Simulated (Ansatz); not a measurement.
NaH (rock salt, Fm-3m), r²SCAN (plane waves, PAW; program Ansatz). The conduction-band minimum lies at L, with 4 equivalent valleys. Second derivatives d²E/dk² of the lowest band at one valley (eV·Å²), along Cartesian directions:

```
direction  d²E/dk²
---------  -------
[100]        15.95
[010]        15.95
[001]        15.95
[110]        24.12
[101]        7.782
[011]        7.782
```

Find the principal effective masses, the density-of-states mass and the conductivity mass.

Off-diagonal terms follow from H_xy = H[110] − (H_xx + H_yy)/2, and m*/mₑ = 7.620 eV·Å² over each eigenvalue: 0.24, 0.98, 0.98. One valley's DOS mass (m₁m₂m₃)^(1/3) = 0.61, conductivity mass 3/(Σ 1/mᵢ) = 0.48 mₑ.

What effective density of states Nc follows at 300 K for parabolic valleys?

Nc = 2.509e19 × 4 × (0.61)^(3/2) ≈ 4.8e19 cm⁻³.

With the computed static dielectric constant 8.57 (mean of the diagonal), estimate a hydrogenic donor's binding energy and radius.

E = 13.606 eV × 0.48/8.57² ≈ 89 meV; a = 0.529 Å × ε/m* ≈ 9.4 Å. Semilocal masses tend to be too small where the gap is.

With ε∞ = 2.88 and ω_LO = 933 cm⁻¹, what Fröhlich coupling constant follows?

α = (1/ε∞ − 1/ε0) √(m* × 13.606 eV/ħω_LO) = 1.7.

Symmetry was held in the r²SCAN relaxation; phonons on a q-mesh show no instability.

Potentials: the later of the program's two PAW sets.
